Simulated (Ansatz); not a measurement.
**Notes on Tl₂H**

```yaml
crystal:
  lattice:
    - [7.20341, 0.00000, 0.00000]
    - [0.00000, 4.31369, 0.00000]
    - [0.00000, 0.00000, 8.63348]
  atoms:
    - { symbol: Tl, position: [0.02840, 0.25000, 0.84010] }
    - { symbol: Tl, position: [0.47160, 0.75000, 0.34010] }
    - { symbol: Tl, position: [0.52840, 0.25000, 0.65990] }
    - { symbol: Tl, position: [0.97160, 0.75000, 0.15990] }
    - { symbol: H, position: [0.24470, 0.25000, 0.11490] }
    - { symbol: H, position: [0.25530, 0.75000, 0.61490] }
    - { symbol: H, position: [0.74470, 0.25000, 0.38510] }
    - { symbol: H, position: [0.75530, 0.75000, 0.88510] }
    - { symbol: Tl, position: [0.14220, 0.25000, 0.42720] }
    - { symbol: Tl, position: [0.35780, 0.75000, 0.92720] }
    - { symbol: Tl, position: [0.64220, 0.25000, 0.07280] }
    - { symbol: Tl, position: [0.85780, 0.75000, 0.57280] }
```

Method: r2SCAN, no spin polarisation; PAW, plane waves to 500 eV, 5×8×4 Γ-centred mesh, fermi-dirac occupations (width 0.1 eV) (Ansatz 0.2.0), atoms fixed.

(1) What do density and ELF say about some of the short contacts?

(2) Give the Bader charges.

(3) What does the stress say?

(4) Is it stable against the elements?

(5) Which atom feels the largest force, and which way?

(6) Metal or insulator?

Origin: a known structure type with other elements, at an estimated volume, so it need not be a known compound.

Answers

(1) H–Tl at 2.80 Å: least valence density 0.11 e/Å³ and ELF 0.18 there. Tl–Tl at 3.23 Å: least valence density 0.15 e/Å³ and ELF 0.17 there. These are pseudo-fields; inside the PAW spheres they differ from the all-electron ones.

(2) Bader charges in e: Tl +0.22, H -0.45. In the mean Tl gives up most and H takes most.

(3) The pressure is -0.1 GPa (compression positive), so with the atoms held at these fractions the cell is close to zero pressure. The principal stresses -0.5, -0.4, 0.5 GPa differ, so its shape would change too.

(4) 0.41 eV an atom against the elements' usual phases (free molecules for gases, crystals otherwise, with no correction for O₂ or N₂), so at this geometry it isn't bound against them. Relaxing would lower it.

(5) The largest is on H7 (and as large on other atoms): 0.15 eV/Å, components (-0.15, 0.00, -0.02). It makes 68° with the line to a nearest neighbour, Tl11 at 2.80 Å.

(6) It is a metal, with about 4.4 states/eV a cell as the mean within 0.25 eV of the Fermi level, mostly Tl p (76 %).
